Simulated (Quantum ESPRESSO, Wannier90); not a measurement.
**Tight-binding from DFT: AlGaP₂ (P-4m2)**

Cell from Materials Project (mp-1228888), symmetrised, no further relaxation. Not found in the COD (Crystallography Open Database) copy used; not checked further. Level: PBEsol, no spin polarisation, no spin-orbit coupling; pw.x of Quantum ESPRESSO at 64 Ry with PseudoDojo potentials, 8×8×6 k-points, Wannier90. Density: 8×8×6 mesh, cold smearing 0.01 Ry.

On the energy scale of pw.x, whose zero is arbitrary, the valence-band maximum lies at 6.19 eV.

Input w.win:

```
num_bands = 8
num_wann = 8
exclude_bands = 1-5,14-31
num_iter = 800
conv_tol = 1.0e-6
conv_window = 4
write_hr = true
write_u_matrices = true
begin projections
f=-0.250000,0.500000,0.375195:s
f=0.500000,-0.250000,-0.375195:s
f=0.250000,0.500000,0.375195:s
f=0.500000,0.250000,-0.375195:s
f=0.000000,0.250000,0.125195:s
f=0.250000,0.000000,-0.125195:s
f=-0.250000,0.000000,-0.125195:s
f=0.000000,-0.250000,0.125195:s
end projections
begin unit_cell_cart
ang
    3.8654900000    0.0000000000    0.0000000000
    0.0000000000    3.8654900000    0.0000000000
    0.0000000000    0.0000000000    5.4556100000
end unit_cell_cart
begin atoms_frac
Al   0.5000000000  0.5000000000  0.5000000000
Ga   0.0000000000  0.0000000000  0.0000000000
P    0.0000000000  0.5000000000  0.2503900000
P    0.5000000000  0.0000000000 -0.2503900000
end atoms_frac
mp_grid = 8 8 6
begin kpoints
0.0000000000 0.0000000000 0.0000000000
0.0000000000 0.0000000000 0.1666666667
0.0000000000 0.0000000000 0.3333333333
... (381 more lines: the 8x8x6 mesh through Gamma)
end kpoints
```

Input of pw2wannier90.x that gives the overlap and projection files (equivalent; here they were cut from one run over all bands):

```
&inputpp
  outdir = './out'
  prefix = 'pwscf'
  seedname = 'w'
  write_amn = .true.
  write_mmn = .true.
/
```

Output w.wout (banner and timings cut):

```
                                    ------
                                    SYSTEM
                                    ------

                              Lattice Vectors (Ang)
                    a_1     3.865490   0.000000   0.000000
                    a_2     0.000000   3.865490   0.000000
                    a_3     0.000000   0.000000   5.455610

                   Unit Cell Volume:      81.51780  (Ang^3)

                        Reciprocal-Space Vectors (Ang^-1)
                    b_1     1.625456   0.000000   0.000000
                    b_2     0.000000   1.625456   0.000000
                    b_3     0.000000   0.000000   1.151693

 *----------------------------------------------------------------------------*
 |   Site       Fractional Coordinate          Cartesian Coordinate (Ang)     |
 +----------------------------------------------------------------------------+
 | al   1   0.50000   0.50000   0.50000   |    1.93274   1.93274   2.72781    |
 | ga   1   0.00000   0.00000   0.00000   |    0.00000   0.00000   0.00000    |
 | p    1   0.00000   0.50000   0.25039   |    0.00000   1.93274   1.36603    |
 | p    2   0.50000   0.00000  -0.25039   |    1.93274   0.00000  -1.36603    |
 *----------------------------------------------------------------------------*
                                ------------
                                K-POINT GRID
                                ------------

             Grid size =  8 x  8 x  6      Total points =  384

 *---------------------------------- MAIN ------------------------------------*
 |  Number of Wannier Functions               :                 8             |
 |  Number of Objective Wannier Functions     :                 8             |
 |  Number of input Bloch states              :                 8             |
 |  Output verbosity (1=low, 5=high)          :                 1             |
 |  Timing Level (1=low, 5=high)              :                 1             |
 |  Optimisation (0=memory, 3=speed)          :                 3             |
 |  Length Unit                               :               Ang             |
 |  Post-processing setup (write *.nnkp)      :                 F             |
 |  Using Gamma-only branch of algorithms     :                 F             |
 *----------------------------------------------------------------------------*
 *------------------------------- WANNIERISE ---------------------------------*
 |  Total number of iterations                :               800             |
 |  Number of CG steps before reset           :                 5             |
 |  Trial step length for line search         :             2.000             |
 |  Convergence tolerence                     :         0.100E-05             |
 |  Convergence window                        :                 4             |
 |  Iterations between writing output         :                 1             |
 |  Iterations between backing up to disk     :               100             |
 |  Write r^2_nm to file                      :                 F             |
 |  Write xyz WF centres to file              :                 F             |
 |  Write on-site energies <0n|H|0n> to file  :                 F             |
 |  Use guiding centre to control phases      :                 F             |
 |  Use phases for initial projections        :                 F             |
 *----------------------------------------------------------------------------*
 *-------------------------------- PLOTTING ----------------------------------*
 |  Plotting Hamiltonian in WF basis          :                 T             |
 *----------------------------------------------------------------------------*

       ... (k-mesh section left out)

 Starting a new Wannier90 calculation ...

 Reading overlaps from w.mmn

 Reading projections from w.amn

 *------------------------------- WANNIERISE ---------------------------------*
 +--------------------------------------------------------------------+<-- CONV
 | Iter  Delta Spread     RMS Gradient      Spread (Ang^2)            |<-- CONV
 +--------------------------------------------------------------------+<-- CONV

 ------------------------------------------------------------------------------
 Initial State
  WF centre and spread    1  ( -0.662373,  1.932745,  1.833356 )     1.92706217
  WF centre and spread    2  (  1.932745, -0.662373, -1.833356 )     1.92706217
  WF centre and spread    3  (  0.662373,  1.932745,  1.833356 )     1.92706217
  WF centre and spread    4  (  1.932745,  0.662373, -1.833356 )     1.92706217
  WF centre and spread    5  ( -0.000000,  1.182506,  0.836435 )     2.11408038
  WF centre and spread    6  (  1.182506, -0.000000, -0.836435 )     2.11408038
  WF centre and spread    7  ( -1.182506,  0.000000, -0.836435 )     2.11408038
  WF centre and spread    8  ( -0.000000, -1.182506,  0.836435 )     2.11408038
  Sum of centres and spreads (  3.865490,  3.865490,  0.000000 )    16.16457022

      0     0.162E+02     0.0000000000       16.1645702170  <-- CONV
        O_D=      0.1366769 O_OD=      1.4637052 O_TOT=     16.1645702 <-- SPRD
 ------------------------------------------------------------------------------
      1    -0.205E+00     0.3089933222       15.9595078155  <-- CONV
        O_D=      0.0603756 O_OD=      1.3349441 O_TOT=     15.9595078 <-- SPRD
      2    -0.957E-01     0.2829860482       15.8637792022  <-- CONV
        O_D=      0.0430096 O_OD=      1.2565815 O_TOT=     15.8637792 <-- SPRD
      3    -0.586E-01     0.2324941476       15.8051953921  <-- CONV
        O_D=      0.0232541 O_OD=      1.2177532 O_TOT=     15.8051954 <-- SPRD
      4    -0.284E-01     0.1783215301       15.7767684186  <-- CONV
        O_D=      0.0101317 O_OD=      1.2024486 O_TOT=     15.7767684 <-- SPRD
      5    -0.110E-01     0.1148862629       15.7657729126  <-- CONV
        O_D=      0.0060510 O_OD=      1.1955338 O_TOT=     15.7657729 <-- SPRD
       ... (lines left out)
     35    -0.992E-06     0.0008243832       15.7597363456  <-- CONV
        O_D=      0.0052178 O_OD=      1.1903304 O_TOT=     15.7597363 <-- SPRD
     36    -0.727E-06     0.0008200444       15.7597356189  <-- CONV
        O_D=      0.0052177 O_OD=      1.1903298 O_TOT=     15.7597356 <-- SPRD
     37    -0.549E-06     0.0009288205       15.7597350704  <-- CONV
        O_D=      0.0052178 O_OD=      1.1903292 O_TOT=     15.7597351 <-- SPRD
             <<<     Delta < 1.000E-06  over  4 iterations     >>>
             <<< Wannierisation convergence criteria satisfied >>>
 Final State
  WF centre and spread    1  ( -0.662083,  1.932745,  1.833754 )     1.87697271
  WF centre and spread    2  (  1.932745, -0.662083, -1.833754 )     1.87697271
  WF centre and spread    3  (  0.662083,  1.932745,  1.833754 )     1.87697271
  WF centre and spread    4  (  1.932745,  0.662083, -1.833754 )     1.87697271
  WF centre and spread    5  (  0.000000,  1.182656,  0.838359 )     2.06296106
  WF centre and spread    6  (  1.182656, -0.000000, -0.838359 )     2.06296106
  WF centre and spread    7  ( -1.182656, -0.000000, -0.838359 )     2.06296106
  WF centre and spread    8  ( -0.000000, -1.182656,  0.838359 )     2.06296106
  Sum of centres and spreads (  3.865490,  3.865490, -0.000000 )    15.75973508

         Spreads (Ang^2)       Omega I      =    14.564188112
        ================       Omega D      =     0.005217802
                               Omega OD     =     1.190329156
    Final Spread (Ang^2)       Omega Total  =    15.759735070
```
